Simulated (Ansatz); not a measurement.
SrLi2Ta2O7 in space group I4/mmm (No. 139; Pearson symbol tI24), the program Ansatz at the PBEsol level (PAW). The conduction-band minimum lies at Γ, with 1 equivalent valley. Second derivatives d²E/dk² of the lowest band at one valley (eV·Å²), along Cartesian directions:

| direction | d²E/dk² |
|---|---|
| [100] | 27.49 |
| [010] | 27.49 |
| [001] | 0.2572 |
| [110] | 27.48 |
| [101] | 13.88 |
| [011] | 13.88 |

Find the principal effective masses, the density-of-states mass and the conductivity mass.

Off-diagonal terms follow from H_xy = H[110] − (H_xx + H_yy)/2, and m*/mₑ = 7.620 eV·Å² over each eigenvalue: 0.28, 0.28, 30. One valley's DOS mass (m₁m₂m₃)^(1/3) = 1.3, conductivity mass 3/(Σ 1/mᵢ) = 0.41 mₑ.

What effective density of states Nc follows at 300 K for parabolic valleys?

Nc = 2.509e19 × 1 × (1.3)^(3/2) ≈ 3.7e19 cm⁻³.

The workflow started from a Materials Project entry (that database holds measured and hypothetical structures alike); the Crystallography Open Database files this formula in space group No. 139, but the cells were not matched. Its standing as an ambient phase is unchecked. The cell was relaxed with PBEsol under the symmetry of its start; whether a distortion lowers the energy is not shown. No spin polarisation was allowed. Scalar-relativistic: spin–orbit coupling is off unless named, which matters more the heavier the elements.

Potentials: the later of the program's two PAW sets.

Edges and masses are those of Kohn–Sham bands, whose gap is no quasiparticle gap.
